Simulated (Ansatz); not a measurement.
With the program Ansatz at the PBE+D3(BJ) level (PAW), C in the fcc (Cu type) structure (Fm-3m) relaxes to a = 3.235 Å.

Electronic character: metallic (no gap).

The start of the workflow was typed in or built on a structure type; neither database checked (COD, Materials Project) lists it. It is not the phase usual at ambient conditions (space group No. 194, 227). The cell was relaxed with PBE+D3(BJ) under the symmetry of its start; its stability against distortions is not shown here. The volume moved by -25 % from the start of the relaxation.

Potentials: the later of the program's two PAW sets.
